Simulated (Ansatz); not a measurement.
Several inputs for SnSe₂

Cell: a COD entry.

```cif
data_structure
_symmetry_space_group_name_H-M 'P 1'
_symmetry_Int_Tables_number 1
_cell_length_a 3.8110
_cell_length_b 3.8110
_cell_length_c 6.1360
_cell_angle_alpha 90.000
_cell_angle_beta 90.000
_cell_angle_gamma 120.000
_cell_volume 77.18
loop_
_atom_site_label
_atom_site_type_symbol
_atom_site_fract_x
_atom_site_fract_y
_atom_site_fract_z
_atom_site_occupancy
Sn1 Sn 0.00000 0.00000 0.00000 1
Se2 Se 0.33333 0.66667 0.24900 1
Se3 Se 0.66667 0.33333 0.75100 1
```

Atoms are numbered from 1 in the order listed; like atoms form one site, named after its first atom.

Reference run. Level of theory: DFT, PBE, plane waves and PAW, scalar-relativistic, 420 eV cutoff, Γ-centred 13×13×7 k-points, Fermi–Dirac smearing 0.02 eV (Ansatz 0.2.0).

It gives V_zz (10²¹ V/m²) Se -10.00 (η 0.00), Sn 0.29 (η 0.00). Each of these runs changes the input as listed (caps on SCF iterations aside):

A. basis.ecutrho_ratio: not typed → 4; hamiltonian.xc: pbe → revpbe
B. basis.ecutwfc: not typed → 350 eV

(1) How does each run end, and how far do the gradients move?

Results:

(1) 

```csv
run,Se V_zz (η),Sn V_zz (η),"largest change of a gradient tensor, all atoms",note
A,-10.09 (0.00),0.25 (0.00),0.09,converged; another functional
B,-9.99 (0.00),0.30 (0.00),0.01,converged; cutoff below the recommended one
```

Run A moves them most, on Se (V_zz from -10.00 to -10.09).

Run A changes basis.ecutrho_ratio, hamiltonian.xc together, so the table can't tell their shares apart.

On the reference run: The calculated pressure of 6 GPa (PBE) comes partly from the unrelaxed atoms: it is 2.6 GPa once they are relaxed in the same cell. The largest force is 0.8 eV/Å, so the atoms aren't at the calculated equilibrium and relaxing them would move these values. Without spin–orbit coupling (the program notes it for Sn) the gradients can shift somewhat, as the gap is small.
